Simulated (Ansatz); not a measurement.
# Ba6LiNb2IrCl2O12: Field gradients at the nuclei

The cell is a Materials Project structure (computed, not necessarily an observed phase).

```
Ba Li Nb Ir Cl O
1.0
     5.97955    0.00000    0.00000
     2.98839    5.50613    0.00000
     0.00094    2.15433   14.84038
Ba Li Nb Ir Cl O
6 1 2 1 2 12
Direct
  0.69164 0.61651 0.36083
  0.66280 0.67426 0.78334
  0.30667 0.38656 0.63293
  0.38546 0.22883 0.90239
  0.65767 0.68371 0.08372
  0.34424 0.31069 0.21227
  0.19633 0.60486 0.00186
  0.01511 0.96955 0.81267
  0.98318 0.03317 0.18362
  0.98197 0.03539 0.00099
  0.32205 0.35504 0.42427
  0.68088 0.63821 0.57551
  0.86300 0.83205 0.92748
  0.69217 0.10845 0.74689
  0.80190 0.89326 0.24950
  0.19939 0.10800 0.74671
  0.17600 0.64738 0.77140
  0.11915 0.22034 0.07245
  0.82776 0.34652 0.23366
  0.66041 0.22031 0.07273
  0.12882 0.73857 0.10637
  0.30411 0.83169 0.92751
  0.30601 0.89148 0.24863
  0.85998 0.28140 0.88656
```

Sites (sets of like atoms) are named by element and the number of their first atom in this list.

Level of theory: DFT, PBE, plane waves and PAW, scalar-relativistic, 420 eV cutoff, Γ-centred 4×4×2 k-points, Fermi–Dirac smearing 0.02 eV (Ansatz 0.2.0).

C_Q = eQV_zz/h, which is 24.18 MHz for Q = 1 b and V_zz = 10²¹ V/m²; η = (V_xx − V_yy)/V_zz.

¹³⁷Ba: I = 3/2, Q = 236.0 mb; 6Li: I = 1, Q = -0.8080 mb; ⁹³Nb: I = 9/2, Q = -320.0 mb; ¹⁹³Ir: I = 3/2, Q = 751.0 mb; ³⁵Cl: I = 3/2, Q = -81.12 mb; ¹⁷O: I = 5/2, Q = -25.58 mb. Q values from Pyykkö, Mol. Phys. 116, 1328 (2018).

| site | atoms (order as listed) | first shell | V_zz (10²¹ V/m²) | η | C_Q (MHz) |
| --- | --- | --- | --- | --- | --- |
| Ba1 | 1 | 3 O at 2.57–2.58 Å, 3 Cl at 3.24–3.40 Å | -11.07 | 0.28 | -63.2 |
| Ba2 | 2 | 7 O at 2.47–3.00 Å, 1 Cl at 3.15 Å | -14.09 | 0.51 | -80.4 |
| Ba3 | 3 | 3 O at 2.59–2.69 Å, 3 Cl at 3.16–3.36 Å | -12.76 | 0.48 | -72.8 |
| Ba4 | 4 | 1 Li at 2.72 Å, 9 O at 2.73–3.02 Å | 13.96 | 0.22 | 79.6 |
| Ba5 | 5 | 11 O at 2.70–3.35 Å; also 2 Li at 3.28–3.29 Å, 1 Ba at 3.75 Å | -4.36 | 0.76 | -24.9 |
| Ba6 | 6 | 7 O at 2.65–3.02 Å, 1 Cl at 3.22 Å | -6.65 | 0.78 | -38.0 |
| Li | 7 | 3 O at 1.82–2.04 Å; also 2 O at 2.75–2.76 Å | 0.24 | 0.78 | -0.005 |
| Nb8 | 8 | 6 O at 1.91–2.21 Å | 4.59 | 0.65 | -35.5 |
| Nb9 | 9 | 6 O at 1.90–2.29 Å | 3.75 | 0.26 | -29.0 |
| Ir | 10 | 6 O at 2.03–2.14 Å | 12.29 | 0.46 | 223 |
| Cl11 | 11 | 4 Ba at 3.16–3.40 Å | -2.02 | 0.12 | 3.97 |
| Cl12 | 12 | 4 Ba at 3.15–3.36 Å | -2.23 | 0.25 | 4.37 |
| O13 | 13 | 1 Li at 2.03 Å, 1 Ir at 2.14 Å, 1 Nb at 2.21 Å; also 3 Ba at 2.73–2.96 Å | 7.64 | 0.36 | -4.73 |
| O14 | 14 | 1 Nb at 1.91 Å; also 3 Ba at 2.59–2.91 Å | -1.76 | 0.35 | 1.09 |
| O15 | 15 | 1 Nb at 1.90 Å; also 3 Ba at 2.57–3.25 Å | -1.28 | 0.81 | 0.792 |
| O16 | 16 | 1 Nb at 1.91 Å; also 3 Ba at 2.59–2.92 Å | -1.75 | 0.36 | 1.08 |
| O17 | 17 | 1 Nb at 1.96 Å; also 4 Ba at 2.69–3.00 Å | -1.48 | 0.91 | 0.918 |
| O18 | 18 | 1 Ir at 2.09 Å, 1 Nb at 2.29 Å, angle 77°; also 1 Li at 2.75 Å, 3 Ba at 2.75–3.01 Å | 9.30 | 0.49 | -5.75 |
| O19 | 19 | 1 Nb at 1.98 Å; also 4 Ba at 2.58–3.02 Å | 1.59 | 0.74 | -0.985 |
| O20 | 20 | 1 Ir at 2.09 Å, 1 Nb at 2.28 Å, angle 77°; also 3 Ba at 2.75–3.02 Å, 1 Li at 2.76 Å | 9.26 | 0.49 | -5.73 |
| O21 | 21 | 1 Li at 1.82 Å, 1 Ir at 2.10 Å, 1 Nb at 2.12 Å; also 3 Ba at 2.65–3.04 Å | 8.39 | 0.22 | -5.19 |
| O22 | 22 | 1 Li at 2.04 Å, 1 Ir at 2.14 Å, 1 Nb at 2.21 Å; also 3 Ba at 2.74–2.96 Å | 7.63 | 0.36 | -4.72 |
| O23 | 23 | 1 Nb at 1.90 Å; also 3 Ba at 2.57–3.23 Å | -1.29 | 0.78 | 0.799 |
| O24 | 24 | 1 Ir at 2.03 Å, 1 Nb at 2.17 Å, 1 Ba at 2.47 Å; also 2 Ba at 3.01 Å | 7.32 | 0.33 | -4.53 |

At O18 and O20 V_zz points along the shorter of its two bonds, to Ir (within 4°) in each case. At Ba2 V_zz points along its shortest bond, to O (within 2°). At Ba4 V_zz points along its one bond to Li (within 2°).

The largest force is 0.5 eV/Å, so the atoms aren't at the calculated equilibrium and relaxing them would move these values. A computed database structure should lie near equilibrium, so this entry is doubtful. Spin–orbit coupling is left out, which shifts gradients on Ir by a few per cent, and by more where contributions nearly cancel. With these PAW files V_zz is typically within 2 to 3 % of all-electron values, but misses above 10 % occur on Li.
